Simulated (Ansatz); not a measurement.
The end point of a relaxation of TiS2. Calculation: PBEsol (plane waves to 420 eV, PAW, scalar-relativistic; Ansatz, a program for electronic structure).

```
CELL_PARAMETERS angstrom
      5.92854     0.00000     0.00000
      0.00000     5.92854     0.00000
      0.00000     0.00000     5.92854
ATOMIC_POSITIONS crystal
  Ti 0.00000 0.00000 0.00000
  Ti 0.50000 0.50000 0.00000
  Ti 0.00000 0.50000 0.50000
  Ti 0.50000 0.00000 0.50000
  S  0.35829 0.35829 0.35829
  S  0.85829 0.14171 0.64171
  S  0.64171 0.85829 0.14171
  S  0.14171 0.64171 0.85829
  S  0.64171 0.64171 0.64171
  S  0.14171 0.85829 0.35829
  S  0.35829 0.14171 0.85829
  S  0.85829 0.35829 0.14171
```

Problem. Determine the symmetry and give the standard cell with its independent sites.

Solution. Space group Pa-3 (No. 205); a = 5.929 Å, b = 5.929 Å, c = 5.929 Å, α = 90.00°, β = 90.00°, γ = 90.00°

| atom | site | symmetry | x | y | z |
|---|---|---|---|---|---|
| Ti | 4a | .-3. | 0.0000 | 0.0000 | 0.0000 |
| S | 8c | .3. | 0.3583 | 0.3583 | 0.3583 |

Problem. Give the shortest distances between elements (the closest pairs, up to four, under 3.6 Å).

Solution. S–Ti 2.43 Å; S–S 2.91 Å.

```json
{
  "volume_per_atom": "17.36 Å³",
  "density": "3.57 g/cm³",
  "band_gap": "no gap (metallic)"
}
```

No spin polarisation in the result.

The run could not lose the symmetry of its start.

The first start was generated by placing the elements on the sites of a structure type. Materials Project lists a structure of TiS2 in the same space group, Pa-3 (No. 205); the sites were not compared with it, nor with measured phases. Known forms of TiS2 include space group No. 164.
